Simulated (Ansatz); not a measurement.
Si₂Ru (fluorite or antifluorite type, Fm-3m), the program Ansatz at the PBE level (PAW), all energies at zero smearing, with the estimated change up to a 700 eV cutoff added, with one set of potentials and settings (totals compare only within such a set). Cell of 3 atoms (1 Ru, 2 Si): -7151.017 eV.

```
element                reference phase  E (eV/atom)
-------  -----------------------------  -----------
Ru       P6_3/mmc, 2 atoms in the cell   -5878.6876
Si          Fd-3m, 2 atoms in the cell    -635.8096
```

Formation energy per atom, worked out: (-7151.017 − 1×(-5878.6876) − 2×(-635.8096))/3 = -0.237 eV/atom (-23 kJ per mol of atoms), at 0 K, without zero-point energy or fitted corrections.

The cell is a constructed one: a structure type filled with these elements; the Crystallography Open Database copy checked does not list it. Its standing as an ambient phase is unchecked. Symmetry was held in the PBE relaxation; whether a distortion lowers the energy is not shown. The run is not spin-polarised. The references are the lowest solids computed at this level, not always the standard phases.

Potentials: the later of the program's two PAW sets.
